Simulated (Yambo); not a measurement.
Yambo run on LiBH$_{4}$ (space group P6_3mc, No. 186). The wavefunctions are norm-conserving LDA (Quantum ESPRESSO, 76 Ry, without SOC) ones on a 3×3×2 mesh (10 occupied bands); a = b = 4.1800 Å, c = 6.7099 Å, α = β = 90.00°, γ = 120.00°.

Yambo input:

```
rim_cut
gw0
dyson
el_el_corr
HF_and_locXC
ppa
em1d
RandQpts= 1000000
RandGvec= 1 Ry
EXXRLvcs= 40 Ry
VXCRLvcs= 304 Ry
Chimod= "HARTREE"
% BndsRnXp
 3 | 179 |
%
NGsBlkXp= 8 Ry
% LongDrXp
 1.0 | 1.0 | 1.0 |
%
PPAPntXp= 27.2114 eV
% GbndRnge
 1 | 179 |
%
GTermKind= "BG"
DysSolver= "n"
ExtendOut
% QPkrange
 1 | 1 | 10 | 11 |
 5 | 5 | 11 | 11 |
%
```

k points by index: 1 = Γ, 5 = K.

The o-*.qp file then holds:

```
#    K-point    Band    Eo [eV]    E [eV]    E-Eo [eV]    Vxc [eV]    Vnlxc [eV]    Sc|Eo [eV]    Sc|E [eV]    dSc/dw|Eo [eV]    Re(Z)    Im(Z)
#
    1    10    0.000000    -1.826330    -1.826330    -12.61025    -16.68782    1.812779    2.251235    -6.532292    0.806412    -0.001413
    1    11    6.818335    7.922885    1.104551    -8.895663    -4.217701    -3.360394    -3.573411    -5.247193    0.838340    -0.001249
    5    11    6.381585    7.459237    1.077653    -7.046027    -2.751508    -3.037180    -3.216866    -4.536655    0.857103    -0.001156
```
(The two width columns are left out.) Convergence of these settings isn't established.

Geometry of the Materials Project entry, not relaxed at this level.

The structure is a Materials Project entry; no match was found in the copy of COD used, and its stability was not checked.
